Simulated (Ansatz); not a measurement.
Ti$_{2}$GeC:
```cif
data_C2Ge2Ti4
_chemical_formula_sum 'Ti4 Ge2 C2'
_space_group_name_H-M_alt 'P63/mmc'
_space_group_IT_number 194
_space_group_name_Hall '-P 6c 2c'
_cell_length_a 3.05370
_cell_length_b 3.05370
_cell_length_c 12.88128
_cell_angle_alpha 90.000
_cell_angle_beta 90.000
_cell_angle_gamma 120.000
loop_
_atom_site_label
_atom_site_type_symbol
_atom_site_symmetry_multiplicity
_atom_site_Wyckoff_symbol
_atom_site_fract_x
_atom_site_fract_y
_atom_site_fract_z
_atom_site_occupancy
Ti1 Ti 4 f 0.33333 0.66667 0.08926 1
Ge1 Ge 2 d 0.66667 0.33333 0.25000 1
C1 C 2 a 0.00000 0.00000 0.00000 1
```

Relaxed at zero pressure with DFT-PBEsol in the program Ansatz with PAW potentials.

Q: The volume is lowered by 6 % and shape and atoms relax at that volume. What pressure results, and how do the axes share the change?

A: 11.9 GPa; a -2.1 %, b -2.1 %, c -1.8 %; the energy rises by 27 meV/atom.

Q: Give the new structure.

A: 
Space group P6₃/mmc (No. 194); a = b = 2.9881 Å, c = 12.6457 Å, α = β = 90.00°, γ = 120.00°

```
atom  site  symmetry       x       y       z
----  ----  --------  ------  ------  ------
Ti      4f       3m.  0.3333  0.6667  0.0909
Ge      2d      -6m2  0.6667  0.3333  0.2500
C       2a      -3m.  0.0000  0.0000  0.0000
```

The phase is kept; no other phase was compared at this pressure.

Space group P6_3/mmc. The first step of the workflow began from a Materials Project structure, measured or hypothetical; the Crystallography Open Database copy checked does not list it. Its standing as an ambient phase is unchecked. Symmetry was held in the PBEsol relaxation; of distortions, only those at the zone centre were tested. No spin polarisation was allowed.

Potentials: the later of the program's two PAW sets.
